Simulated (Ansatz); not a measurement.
Te3As2:
```
Te3As2
1.0
    4.07816     0.00000     0.00000
   -2.03908     3.53179     0.00000
    0.00000     0.00000    10.47576
As Te
2 3
Direct
  0.33333   0.66667   0.17816
  0.66667   0.33333   0.82184
  0.00000   0.00000   0.00000
  0.33333   0.66667   0.66922
  0.66667   0.33333   0.33078
```

Relaxed with PBE. Special points in fractions of this cell's reciprocal vectors: Γ (0.000, 0.000, 0.000); M (0.500, 0.000, 0.000); K (0.333, 0.333, 0.000); A (0.000, 0.000, 0.500); L (0.500, 0.000, 0.500); H (0.333, 0.333, 0.500).

Task: List the band energies nearest the valence-band maximum at these points for DFT-PBE in the program Ansatz with PAW potentials.

Result: In eV from the valence-band maximum; about four levels below and three above (degenerate sets whole), none deeper than 8.9 eV; points with the same levels are listed once.

```tsv
k	below	above
Γ	-1.73 -1.73 -0.58 -0.58 -0.34	0.47 0.81 0.81
M	-2.64 -1.86 -1.07 -0.97	0.49 1.75 2.37
K	-2.99 -2.99 -1.52 -1.14 -1.14	0.95 2.37 2.37
A	-1.29 -0.70 -0.64 -0.64	0.70 0.88 0.88
L	-2.43 -1.75 -0.93 -0.81	0.90 1.36 1.39
H	-3.43 -3.43 -1.86 -0.46 -0.46	1.53 1.53 1.66
```

Space group P-3m1 (La2O3 or Ni2Al3 type). The cell is a constructed one: a structure type filled with these elements; neither database checked (COD, Materials Project) lists it. COD files the formula under space group No. 12, so this cell is another polymorph or a model. Whether it is the stable phase at ambient conditions was not checked. The PBE relaxation kept the symmetry of its start; whether a distortion lowers the energy is not shown. Scalar-relativistic: spin–orbit coupling is off unless named, which matters more the heavier the elements.

Potentials: the later of the program's two PAW sets.
